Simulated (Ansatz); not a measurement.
Ta:
Space group P6₃/mmc (No. 194); a = b = 2.8402 Å, c = 5.0569 Å, α = β = 90.00°, γ = 120.00°

```tsv
atom	site	symmetry	x	y	z
Ta	2c	-6m2	0.3333	0.6667	0.2500
```

Relaxed at zero pressure with LDA (plane waves, PAW; program Ansatz).

The volume is lowered by 6 % and shape and atoms relax at that volume. What pressure results, and how do the axes share the change?

14.5 GPa; a -1.9 %, b -1.9 %, c -2.3 %; the energy rises by 46 meV/atom.

Give the new structure.


Space group P6₃/mmc (No. 194); a = 2.787 Å, b = 2.787 Å, c = 4.938 Å, α = 90.00°, β = 90.00°, γ = 120.00°

```
atom  site  symmetry       x       y       z
----  ----  --------  ------  ------  ------
Ta      2c      -6m2  0.3333  0.6667  0.2500
```

The phase is kept; no other phase was compared at this pressure.

Space group P6_3/mmc (hcp (Mg type)). The first step of the workflow began from a Materials Project structure, measured or hypothetical; the Crystallography Open Database copy checked does not list it. It is not the phase usual at ambient conditions (space group No. 229). The cell was relaxed with LDA under the symmetry of its start. At this level the phase is dynamically unstable (imaginary phonons). The run is not spin-polarised. Axis ratios of metals converge slowly with the k-mesh, so a and c are less sure than the volume. Spin–orbit coupling is left out wherever it is not named.

Potentials: the later of the program's two PAW sets.
